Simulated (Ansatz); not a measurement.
## Zone-centre modes in ScAlN2

Level of theory: Ansatz, DFT PBE, scalar-relativistic, plane waves, PAW. Cutoff 420 eV, Γ-centred 10×10×10 k-points, Gaussian smearing of 0.05 eV. No spin polarisation.

The undisturbed cell (relaxed at this level; it needn't be the usual structure):

```
CELL_PARAMETERS angstrom
-2.19674 2.19674 4.19665
2.19674 -2.19674 4.19665
2.19674 2.19674 -4.19665
ATOMIC_POSITIONS crystal
Sc 0.75000 0.25000 0.50000
Sc 0.00000 0.00000 0.00000
Al 0.25000 0.75000 0.50000
Al 0.50000 0.50000 0.00000
N 0.48787 0.98787 0.50000
N 0.26213 0.26213 0.00000
N 0.01213 0.51213 0.50000
N 0.73787 0.73787 0.00000
```

Harmonic modes by finite displacements of 0.02 Å, without the LO–TO term.

Problem. At this geometry, is the structure stable against these modes?

Solution. Yes: no mode is imaginary beyond 10 cm⁻¹, and only the three translations lie near zero.

Problem. List the wavenumbers in cm⁻¹.

Solution. 0, 0, 0, 100, 100, 180, 180, 291, 291, 307, 308, 308, 346, 423, 438, 438, 485, 525, 525, 548, 548, 567, 576, 623.

Cost: 1 run of about 3.1 core-minutes, on Intel Xeon 6975P-C (Granite Rapids) (shared hosts).